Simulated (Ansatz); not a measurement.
# Elastic constants of InSb at 22 GPa (stress–strain coefficients): input and output

Computed with DFT LDA, scalar-relativistic, plane waves, PAW (Ansatz 0.2.0).

Launched with:
```bash
ansatz run input.yaml --threads 1 --pin off --max-ram 3072MiB --backend cpu --events-out ev --progress --plain --runs-dir out
```

Input (bare energies are in eV):
```yaml
crystal:
  lattice:
    - [0.0, 2.9609585223, 2.9609585223]
    - [2.9609585223, 0.0, 2.9609585223]
    - [2.9609585223, 2.9609585223, 0.0]
  atoms:
    - { symbol: In, position: [0.0, 0.0, 0.0] }
    - { symbol: Sb, position: [0.75, 0.75, 0.75] }
basis:
  ecutwfc: 420
kpoints:
  mp_grid: { grid: [12, 12, 12] }
hamiltonian:
  xc: lda
scf:
  occupations: { method: fixed }
output:
  forces: true
  stress: true
  eigenvalues: true
  polarization: {}
elastic:
  mode: relaxed_ion
  stencil: two_point
```

From the output:
```
--- Elastic constants: 2 strain directions × 2 members + reference (group order 24) ---
  dense FFT box of the reference and of every strained cell: 30×30×30
  strains applied: 11, 23; error gains: componentwise 1.00 (the most a stress slope's error grows in a printed constant), spectral 1.73 (1 for all six strains in a standard setting)
  C = ∂σ_k/∂η_j (tension-positive GPa; Voigt order 11 22 33 23 13 12):
       147.263    133.303    133.303     -0.000      0.000      0.000
       133.303    147.263    133.303     -0.000      0.000      0.000
       133.303    133.303    147.263     -0.000      0.000      0.000
        -0.000      0.000      0.000     18.519      0.000     -0.000
        -0.000     -0.000      0.000     -0.000     18.519     -0.000
         0.000     -0.000     -0.000      0.000     -0.000     18.519
  reference stress σ⁰ (GPa):    -21.996    -21.996    -21.996     -0.000     -0.000      0.000
  C* (energy form; C + prestress term) asymmetry max|C*_kj − C*_jk| = 5.684e-14 GPa — a small one proves nothing (zero by symmetry where the batch's group is 432, −43m or m−3m); a large one is finite-difference/SCF noise where every solve ...
  moduli (Voigt/Reuss/Hill, GPa): K = 137.96/137.96/137.96   G = 13.90/11.15/12.53   E = 36.47   ν = 0.456
  mechanically stable: yes (min eigenvalue of sym C = 13.96 GPa)
  e, the proper piezoelectric tensor (elastic.mode: relaxed_ion; C/m²; rows x y z; Voigt order 11 22 33 23 13 12):
       0.00000   -0.00000   -0.00000   -0.27581    0.00000   -0.00000
      -0.00000   -0.00000   -0.00000   -0.00000   -0.27581   -0.00000
      -0.00000    0.00000   -0.00000   -0.00000   -0.00000   -0.27581
  ±, each entry's uncertainty from the finite density of the strings (C/m²), an estimate: the size of the correction for it that the entry includes:
       0.00000    0.00000    0.00000    0.00380    0.00000    0.00000
       0.00000    0.00000    0.00000    0.00000    0.00380    0.00000
       0.00000    0.00000    0.00000    0.00000    0.00000    0.00380
  the group's symmetry takes up to 3.4e-9 C/m² out of the measured responses: error of the strings' finite density and of the mesh across them, as far as it breaks the symmetry (raise kpoints.mp_grid and any string_points); the largest step ...
  strain η (Voigt 11):  stress-route row diagonal C_11 = 147.26 GPa, energy-path curvature d²(F+E_count+ΔE)/dδ²/Ω₀ = 147.26 GPa
         δ    σ_11 (GPa) F (eV) n_scf n_hpsi n_pw
    -2.000e-3     -22.2910      -11792.3307335       9   64851   1036   relax 0 steps, max|allowed force component| 1.46e-16 eV/Å
     2.000e-3     -21.7020      -11792.3592473       9   63931   1036   relax 0 steps, max|allowed force component| 5.55e-17 eV/Å
  strain η (Voigt 23):  stress-route row diagonal C_44 = 18.52 GPa, energy-path curvature d²(F+E_count+ΔE)/dδ²/Ω₀ = 29.52 GPa
         δ    σ_23 (GPa) F (eV) n_scf n_hpsi n_pw
    -2.000e-3      -0.0370      -11792.3450650       2   45881   1036   relax 3 steps, max|allowed force component| 8.14e-7 eV/Å
     2.000e-3       0.0370      -11792.3450650       2   45771   1036   relax 3 steps, max|allowed force component| 8.15e-7 eV/Å
--- Formal polarisation (Berry phase): one branch of a lattice of values; only differences between neighbouring runs are physical ---
  axis mesh electronic ionic p = total spread (rad) least overlap resolved gap  δp at fixed H ≤   (phases in cycles; p mod 1; gap in eV; gap and δp judge the states as solved, not the mesh's step, its ...
  b1    12×12×12        0.50000000    11.25000000    11.75000000      0.296223         0.8032        1.1840           7.2e-6
  b2    12×12×12        0.50000000    11.25000000    11.75000000      0.296223         0.8032        1.1840           7.2e-6
  b3    12×12×12        0.50000000    11.25000000    11.75000000      0.296223         0.8032        1.1840           7.2e-6
  quantum along a1:   0.08065297 e/Å² =   129.220301 µC/cm²
  quantum along a2:   0.08065297 e/Å² =   129.220301 µC/cm²
  quantum along a3:   0.08065297 e/Å² =   129.220301 µC/cm²
  P = (  1.34021113,   1.34021113,   1.34021113) e/Å² = ( 2147.254951,  2147.254951,  2147.254951) µC/cm²  (mod the quanta)
```

It took 11 min on 1 thread of Intel(R) Xeon(R) Processor @ 2.50GHz (Skylake/Cascade Lake) (shared host), peak memory 0.94 GiB.

Spin–orbit coupling is left out, which matters for heavy elements. The real crystal has changed phase below this pressure. The bands were filled as in an insulator; under compression the gap may have closed between mesh points.